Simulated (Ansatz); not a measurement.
CdSe (zinc blende), conventional cell a = b = c = 6.082 Å, α = β = γ = 90.00°. The calculation uses the primitive cell of 2 atoms, to which meshes and values per cell refer.

Two coordinates are scanned: the volume, and the ratio of the stretch along z (the conventional c axis) to the stretch across it. Atoms keep their fractional coordinates.

Level of theory: PBEsol (plane waves to 420 eV, PAW, scalar-relativistic; Ansatz, a program for electronic structure). k mesh 9×9×9 (Γ-centred), Fermi-Dirac smearing 0.05 eV. E stands for the smeared free energy. Stress and pressure are positive under compression. CdSe was relaxed with its symmetry unable to fall. The PAW data are Ansatz's earlier set. The zero of ΔE is the relaxed starting cell.

ΔE (meV/atom), with V/V₀ across and (c/a)/(c/a)₀ down:

```csv
(c/a)/(c/a)₀ \ V/V₀,0.960,0.980,1.000,1.020,1.040
0.960,9.2,3.4,1.6,3.5,8.7
0.980,8.2,2.3,0.4,2.2,7.3
1.000,7.9,1.9,0.0,1.8,6.8
1.020,8.2,2.3,0.4,2.2,7.3
1.040,9.3,3.4,1.7,3.6,8.7
```

σzz (GPa), with V/V₀ across and (c/a)/(c/a)₀ down:

```
(c/a)/(c/a)₀ \ V/V₀  0.960  0.980  1.000  1.020  1.040
-------------------  -----  -----  -----  -----  -----
0.960                 2.66   1.46   0.39  -0.56  -1.41
0.980                 2.52   1.30   0.21  -0.76  -1.62
1.000                 2.34   1.10   0.00  -0.99  -1.87
1.020                 2.12   0.86  -0.26  -1.25  -2.14
1.040                 1.86   0.59  -0.54  -1.55  -2.45
```

Summary:

- Shear modulus C′ = (C11 − C12)/2 (fit, atoms clamped) = 8.8 GPa
- Lowest place on the grid = V/V₀ = 1.000, (c/a)/(c/a)₀ = 1.000 (0.0 meV/atom)
- Highest place on the grid = V/V₀ = 0.960, (c/a)/(c/a)₀ = 1.040 (9.3 meV/atom)

(Under strain, the slope of the energy per volume gives the stress and its curvature an elastic modulus.)
